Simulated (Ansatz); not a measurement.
B:
```xyz
2
Lattice="0.0000 2.0254 2.0254 2.0254 0.0000 2.0254 2.0254 2.0254 0.0000" Properties=species:S:1:pos:R:3 pbc="T T T"
B      0.0000     0.0000     0.0000
B      1.0127     1.0127     1.0127
```

Relaxed with PBE. Special points in fractions of this cell's reciprocal vectors: Γ (0.000, 0.000, 0.000); X (0.500, 0.000, 0.500); U (0.625, 0.250, 0.625); K (0.375, 0.375, 0.750); L (0.500, 0.500, 0.500); W (0.500, 0.250, 0.750).

Question: List the band energies nearest the Fermi level at these points for DFT-PBE in the program Ansatz with PAW potentials.

Answer: In eV from the Fermi level; about four levels below and three above (degenerate sets whole), none deeper than 8.9 eV; … stands for higher levels left out; points with the same levels are listed once.

```csv
k,below,above
Γ,–,4.02 4.02 4.02
X,-5.97 -5.97 -1.29 -1.29,…
U,-5.90 -5.17 -3.98 -0.51,7.91 …
L,-8.05 -7.01,1.69 1.69 …
W,-5.14 -5.14 -3.15 -3.15,…
```

Space group Fd-3m (diamond). The start of the workflow was typed in or built on a structure type; neither database checked (COD, Materials Project) lists it. It is not the phase usual at ambient conditions (space group No. 166). The PBE relaxation kept the symmetry of its start; whether a distortion lowers the energy is not shown.

Potentials: the earlier of the program's two PAW sets.
